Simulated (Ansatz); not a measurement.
Given:

Nb:
```xyz
1
Lattice="-1.6511 1.6511 1.6511 1.6511 -1.6511 1.6511 1.6511 1.6511 -1.6511" Properties=species:S:1:pos:R:3 pbc="T T T"
Nb     0.0000     0.0000     0.0000
```

This is the r²SCAN-relaxed structure.

Problem. All from DFT-r²SCAN in the program Ansatz with PAW potentials, unless another level is named. Give the Poisson's ratio.

Solution. 0.43.

Problem. What about the elastic constants (relaxed ions, GPa)?

Solution. C11 = 252, C12 = 137, C44 = 11.9.

Space group Im-3m (bcc (W type)). The cell was relaxed with r²SCAN under the symmetry of its start. The run is not spin-polarised. As this level gives no gap, shear constants depend on the k-mesh and smearing (Fermi–Dirac, 0.1 eV here). On the denser mesh and wider smearing of the elastic run this cell carries a stress of 0.4 GPa.

Potentials: the later of the program's two PAW sets.
